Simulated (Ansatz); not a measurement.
# Fields on a plane of CdTe (zinc blende)

```
CELL_PARAMETERS angstrom
      0.00000     3.30930     3.30930
      3.30930     0.00000     3.30930
      3.30930     3.30930     0.00000
ATOMIC_POSITIONS crystal
  Te 0.75000 0.75000 0.75000
  Cd 0.00000 0.00000 0.00000
```

The slice is a {100} plane (indices of the conventional cell) through the point (0.000, 0.000, 0.000) (fractional), spanned by u = [100] and v = [0 1 -1] in vectors of this cell: u (4.68 Å) and v (4.68 Å, at 90° to u). It covers one period; positions are fractions (u, v).

Atoms on it: Cd at (0.00, 0.00).

Calculation: PBE (plane waves to 420 eV, PAW, scalar-relativistic; Ansatz, a first-principles code). k mesh 9×9×9. These are valence fields of a PAW run, semicore shells included where kept as valence: close to a nucleus they are smooth pseudo fields. CdTe was relaxed with its symmetry unable to fall. Spin-orbit coupling is left out, though Te is heavy. The PAW data are Ansatz's earlier set.

```
|11124678899988764211|
|21124566778776654211|
|32234455566655544322|
|44444333444443334444|
|66543322222222233456|
|77653221111111223567|
|88653211000001123568|
|98754210000000124578|
|99764210000000124679|
|99864210000000124689|
|99764210000000124679|
|98754210000000124578|
|88653211000001123568|
|77653221111111223567|
|66543322222222233456|
|44444333444443334444|
|32234455566655544322|
|21124566778776654211|
|11124678899988764211|
|01234678999998764321|
```
Scale: ten equal steps from 0.001 (start of '0') to 0.030 (end of '9'), in the order '0123456789'. Values: density of the highest valence band (whole band, smooth part) in e/Å³. The map has 20 points along u (one character each, u = 0 at the left) and 20 along v (v = 0 in the bottom row). 

```tsv
v \ u	0.00	0.15	0.30	0.45	0.60	0.75	0.90
0.90	x	0.31	0.20	0.43	0.37	0.17	0.39
0.80	0.27	0.18	0.15	0.23	0.19	0.15	0.22
0.70	0.20	0.18	0.07	0.06	0.05	0.10	0.20
0.60	0.44	0.29	0.05	0.01	0.01	0.11	0.37
0.50	0.52	0.37	0.06	0.01	0.01	0.14	0.45
0.40	0.44	0.29	0.05	0.01	0.01	0.11	0.37
0.30	0.20	0.18	0.07	0.06	0.05	0.10	0.20
0.20	0.27	0.18	0.15	0.23	0.19	0.15	0.22
0.10	x	0.31	0.20	0.43	0.37	0.17	0.39
0.00	x	0.37	0.20	0.50	0.43	0.18	x
```

Values: electron localisation function (ELF). Points within 0.5 Å of a nucleus are blanked (x), as the pseudised field means little there.
